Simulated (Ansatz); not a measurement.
Consider the following.

BP (zinc blende)

```
CELL_PARAMETERS angstrom
      0.00000     2.26828     2.26828
      2.26828     0.00000     2.26828
      2.26828     2.26828     0.00000
ATOMIC_POSITIONS crystal
  P  0.75000 0.75000 0.75000
  B  0.00000 0.00000 0.00000
```

The atoms are displaced by Q × the pattern below (from a DFPT mode at Γ, largest move 1; Q in Å), at fixed cell. It is one choice among 3 degenerate patterns.

| atom | x | y | z |
|---|---|---|---|
| P1 | 0.000 | 0.000 | -0.349 |
| B2 | 0.000 | 0.000 | 1.000 |

All values below come from r2SCAN (plane waves to 500 eV, PAW, scalar-relativistic; Ansatz, a quantum-chemistry and plane-wave program). k mesh 12×12×12 (Γ-centred), Fermi-Dirac smearing 0.05 eV. E stands for the smeared free energy. As the smearing reaches across the gap at some points, energies and forces of such displacements shift with the k mesh and the smearing. BP was relaxed with its symmetry unable to fall. ΔE is measured from the undisplaced structure.

The scan covers Q from -0.280 to 0.280 Å in 13 points.

**Question.** Is the energy the same for equal positive and negative displacements?

**Answer.** Even: the same for both signs.

**Question.** Which space group does the distorted structure have?

**Answer.** Imm2 (No. 44), lowered from F-43m.

**Question.** What is the energy change at Q = 0.280 Å?

**Answer.** 1268 meV/cell.

**Question.** What harmonic wavenumber does the curvature at Q = 0 give?

**Answer.** 819 cm⁻¹.

(A displaced cell: forces are minus the slopes of the energy, force constants its curvatures, and phonons follow from these.)
